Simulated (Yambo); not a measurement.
```
CELL_PARAMETERS angstrom
      3.82587     0.00000     0.00000
     -1.91294     3.31330     0.00000
      0.00000     0.00000     6.31520
ATOMIC_POSITIONS crystal
  Si 0.33333 0.66667 0.06285
  Si 0.66667 0.33333 0.93715
  Si 0.66667 0.33333 0.56285
  Si 0.33333 0.66667 0.43715
```

Si (space group P6_3/mmc, No. 194): mean Im ε in 1 eV windows above the direct gap of 1.64 eV, for different electron-hole kernels (Yambo, broadening 0.15 eV, PBEsol (pw.x of Quantum ESPRESSO, ONCV potentials, scalar-relativistic) bands; 9×9×4 mesh, 5 valence and 7 conduction bands, static screening with 37 bands and a 4 Ry block, scissor 0.69 eV, Tamm-Dancoff; field along x).

```json
[
 {"window (eV)": "1.6 to 2.6", "independent quasiparticles": "0.9", "BSE": "1.4"},
 {"window (eV)": "2.6 to 3.6", "independent quasiparticles": "6.6", "BSE": "15"},
 {"window (eV)": "3.6 to 4.6", "independent quasiparticles": "32", "BSE": "34"},
 {"window (eV)": "4.6 to 5.6", "independent quasiparticles": "18", "BSE": "14"}
]
```

This run doesn't resolve bound excitons or single peaks, so only averages are given, and they too depend on the mesh; weight that the attraction moves below the gap isn't listed. All transitions below 6.01 eV are in the band window. The scissor comes from a G0W0 run whose convergence isn't established.

Geometry relaxed with PBEsol.

This is not the ordinary phase of the substance; no match was found in the copy of COD used, and its stability was not checked.
